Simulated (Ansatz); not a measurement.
Ge:
```cif
data_Ge8
_chemical_formula_sum 'Ge8'
_space_group_name_H-M_alt 'P 1'
_space_group_IT_number 1
_cell_length_a 6.01089
_cell_length_b 6.01089
_cell_length_c 6.01089
_cell_angle_alpha 109.471
_cell_angle_beta 109.471
_cell_angle_gamma 109.471
loop_
_space_group_symop_operation_xyz
  'x, y, z'
loop_
_atom_site_label
_atom_site_type_symbol
_atom_site_fract_x
_atom_site_fract_y
_atom_site_fract_z
_atom_site_occupancy
Ge1 Ge 0.50000 0.00000 0.79608 1
Ge2 Ge 0.50000 0.00000 0.20392 1
Ge3 Ge 0.70392 0.70392 0.70392 1
Ge4 Ge 0.29608 0.29608 0.29608 1
Ge5 Ge 0.00000 0.79608 0.50000 1
Ge6 Ge 0.00000 0.20392 0.50000 1
Ge7 Ge 0.79608 0.50000 0.00000 1
Ge8 Ge 0.20392 0.50000 0.00000 1
```

This is the PBEsol-relaxed structure.

Problem. All from PBEsol (plane waves, PAW; program Ansatz), unless another level is named. Give the electronic character.

Solution. metallic (no gap).

Problem. Predict the density of states at the Fermi level.

Solution. 0.15 states/eV per atom (mean over ±0.08 eV).

Problem. Predict the gap with spin–orbit coupling.

Solution. none (metallic).

Space group Ia-3. The first step of the workflow began from a Materials Project structure, measured or hypothetical; the Crystallography Open Database copy checked does not list it. It is not the phase usual at ambient conditions (space group No. 227). Symmetry was held in the PBEsol relaxation; whether a distortion lowers the energy is not shown. Spin–orbit coupling is left out wherever it is not named.

Potentials: the earlier of the program's two PAW sets. The files were generated under PBE; for other functionals the program regenerates the frozen cores, and for LDA and PBEsol the local potential too.
